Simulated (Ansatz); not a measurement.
The following input was run with Ansatz 0.2.0.

```yaml
crystal:
  lattice:
    - [0.0, 3.7315410631, 3.7315410631]
    - [3.7315410631, 0.0, 3.7315410631]
    - [3.7315410631, 3.7315410631, 0.0]
  atoms:
    - { symbol: "Y", position: [0.5, 0.5, 0.5] }
    - { symbol: "Y", position: [0.75, 0.75, 0.75] }
    - { symbol: Ir, position: [0.125, 0.125, 0.125] }
    - { symbol: Ir, position: [0.625, 0.125, 0.125] }
    - { symbol: Ir, position: [0.125, 0.125, 0.625] }
    - { symbol: Ir, position: [0.125, 0.625, 0.125] }
basis:
  ecutwfc: 500
kpoints:
  mp_grid: { grid: [8, 8, 8] }
hamiltonian:
  xc: r2scan
scf:
  occupations: { method: gaussian, width: 0.1 }
output:
  forces: true
  stress: true
  eigenvalues: true
```

Run as
```bash
ansatz run input.yaml --threads 1 --pin off --max-ram 2560MiB --backend cpu --events-out ev --progress --plain --runs-dir out
```

The calculation used DFT r2SCAN, scalar-relativistic, plane waves, PAW in Ansatz 0.2.0.

From the run's log, abridged (iterations and final results):

```
SCF iter   1: F=—  HF=-55519.498203 eV  |F-HF|=—  |Δ(HF+E_count)|=         —  Δρ=1.76e-2  dr2=6.87e-1  dr2_τ=2.29e-1  ethr=1.77e-3  ⟨swp⟩=5.1  Hψ=5194  notcnv=0  defer=3
SCF iter   2: F=—  HF=-55519.567476 eV  |F-HF|=—  |Δ(HF+E_count)|=   6.93e-2  Δρ=6.60e-3  dr2=9.44e-2  dr2_τ=1.60e-2  ethr=7.63e-4  ⟨swp⟩=2.0  Hψ=2011  notcnv=0  defer=62
SCF iter   3: F=—  HF=-55519.566111 eV  |F-HF|=—  |Δ(HF+E_count)|=   1.36e-3  Δρ=2.56e-3  dr2=9.65e-3  dr2_τ=4.67e-4  ethr=1.05e-4  ⟨swp⟩=1.8  Hψ=1648  notcnv=0  defer=62
SCF iter   4: F=—  HF=-55519.565923 eV  |F-HF|=—  |Δ(HF+E_count)|=   1.88e-4  Δρ=5.81e-4  dr2=7.21e-4  dr2_τ=2.04e-5  ethr=1.07e-5  ⟨swp⟩=2.7  Hψ=2610  notcnv=0  defer=62
SCF iter   5: F=—  HF=-55519.566025 eV  |F-HF|=—  |Δ(HF+E_count)|=   1.02e-4  Δρ=1.67e-4  dr2=3.62e-5  dr2_τ=3.44e-6  ethr=8.01e-7  ⟨swp⟩=2.0  Hψ=2250  notcnv=0  defer=62
SCF iter   6: F=—  HF=-55519.566031 eV  |F-HF|=—  |Δ(HF+E_count)|=   5.93e-6  Δρ=3.91e-5  dr2=1.39e-6  dr2_τ=1.09e-7  ethr=4.02e-8  ⟨swp⟩=2.1  Hψ=2142  notcnv=0  defer=62
SCF iter   7: F=-55519.566033 eV  HF=-55519.566033 eV  |F-HF|=2.32e-8  |Δ(HF+E_count)|=   2.19e-6  Δρ=9.75e-6  dr2=9.89e-8  dr2_τ=1.22e-8  ethr=1.11e-10  ⟨swp⟩=8.2  Hψ=7006  notcnv=0
SCF 1 converged in 7 iterations: F = -55519.566033 eV  dr2 = 9.89e-8
SCF converged after 7 iterations
Free energy (F): -55519.566033 eV
Harris-Foulkes:  -55519.566033 eV  (|F-HF|=2.32e-8)
Internal energy: -55519.553755 eV  (E = F + TS)
E sigma→0 (E₀):  -55519.559894 eV
Entropy (-TS):   -0.012278 eV (-2.046 meV/atom)
Fermi energy:    19.837651 eV
--- Per-component energies (eV) ---
  E_band       = -769.266981
  E_kinetic    = 3114.564073
  E_local      = -6971.645657  (includes V_loc(G=0)·N_el)
  E_nonlocal   = 398.459524
  E_hartree    = 2714.703519
  E_xc         = -1363.833599
  E_vxc        = -1788.010296  (∫ρ·V_xc dr)
  E_paw        = -42683.602478  (= ΣΔE_a)
  E_vpaw       = -1060.412319  (= ΣTr[D̂ρ^β])
  E_aug_tail   = -0.000073  (compensation charges beyond the density's cutoff)
  E_vtau       = 108.393229  (kinetic-family band-sum trace: ∫τ·v_τ [+ j·A + Jᵃ·Aᵃ] dr)
  E_ewald      = -10726.623584
  E_core_change = -1.575481  (= ΣΔE_core)
  E_smearing   = -0.012278  (= −TS)
--- Forces (eV/Å), atoms counted from 1 ---
  atom   1  Y      0.00000000     0.00000000     0.00000000
  atom   2  Y      0.00000000     0.00000000     0.00000000
  atom   3  Ir     0.00000000     0.00000000     0.00000000
  atom   4  Ir     0.00000000     0.00000000     0.00000000
  atom   5  Ir     0.00000000     0.00000000     0.00000000
  atom   6  Ir     0.00000000     0.00000000     0.00000000
--- Stress (GPa, compression-positive) ---
        6.914522       0.000000       0.000000
        0.000000       6.914522       0.000000
        0.000000       0.000000       6.914522
  P = ⅓ Tr σ = 6.9145 GPa (69.145 kbar)
--- Band table (eV; the first three rows and the last of 29) ---
  k-point 0: bands = ["-74.1706", "-74.0959", "-74.0959", "-74.0959", "-31.2016", "-30.6518", "-30.6518", "-30.6518", "-30.4546", "-30.4546", "-30.1401", "-30.1401", "-30.1401", "-30.1231", "-30.1231", "-30.1231", "-23.9912", "-23.8345", "-3.5625", "-3.5625", "-3.5625", "-3.1528", "-3.1528", "-3.1528", "10.3177", "13.0188", "13.5498", "13.5498", "13.5498", "15.0993", "15.0993", "15.4260", "15.4260", "15.4260", "18.7890", "18.7890", "18.7890", "19.0502", "19.0502", "19.1076", "19.1076", "19.1076", "19.1517", "19.1517", "19.8303", "19.8303", "19.8303", "21.0935", "22.3920", "22.3920", "22.3920", "22.9626", "22.9626", "22.9626"]
  k-point 1: bands = ["-74.1685", "-74.0981", "-74.0959", "-74.0959", "-31.1791", "-30.6484", "-30.6419", "-30.6419", "-30.4493", "-30.4493", "-30.1690", "-30.1486", "-30.1486", "-30.1307", "-30.1307", "-30.1231", "-23.9861", "-23.8390", "-3.5671", "-3.5671", "-3.5577", "-3.1623", "-3.1468", "-3.1468", "10.4990", "13.1598", "13.6196", "13.6484", "13.6484", "15.1618", "15.1618", "15.3216", "15.4671", "15.4671", "18.4053", "18.4053", "18.4346", "18.6841", "18.6841", "19.0809", "19.0809", "19.0846", "19.5500", "19.5500", "19.6413", "20.0184", "20.0184", "20.5254", "22.3374", "22.3374", "22.3919", "22.8777", "22.8777", "23.4147"]
  k-point 2: bands = ["-74.1628", "-74.1038", "-74.0959", "-74.0959", "-31.1206", "-30.6357", "-30.6176", "-30.6176", "-30.4303", "-30.4303", "-30.2475", "-30.1904", "-30.1904", "-30.1340", "-30.1340", "-30.1231", "-23.9726", "-23.8512", "-3.5777", "-3.5777", "-3.5577", "-3.1725", "-3.1330", "-3.1330", "10.9869", "13.5058", "13.8626", "13.8982", "13.8982", "15.0809", "15.3282", "15.3282", "15.6425", "15.6425", "17.6169", "17.9188", "17.9188", "17.9942", "17.9942", "18.4762", "19.0300", "19.0688", "19.0688", "19.6024", "19.6024", "20.3793", "20.5893", "20.5893", "21.9805", "21.9805", "22.3915", "22.9630", "22.9630", "23.9006"]
  k-point 28: bands = ["-74.1334", "-74.1334", "-74.0959", "-74.0959", "-30.8240", "-30.8240", "-30.4991", "-30.4991", "-30.3897", "-30.3897", "-30.3405", "-30.3405", "-30.2005", "-30.2005", "-30.1950", "-30.1950", "-23.9102", "-23.9102", "-3.6555", "-3.6555", "-3.3583", "-3.3583", "-3.0632", "-3.0632", "13.2909", "13.2909", "14.8534", "14.8534", "15.2750", "15.2750", "15.3021", "15.3021", "16.0366", "16.0366", "16.3134", "16.3134", "16.8846", "16.8846", "17.1087", "17.1087", "18.1773", "18.1773", "18.3526", "18.3526", "19.8994", "19.8994", "20.9793", "20.9793", "22.4849", "22.4849", "22.6979", "22.6979", "24.2178", "24.2178"]
```

The run converged.

It took 20 s on 1 thread of Arm Neoverse V1, on a shared host, peak memory 0.72 GiB.

Spin–orbit coupling is left out, which can shift energies with elements as heavy as these.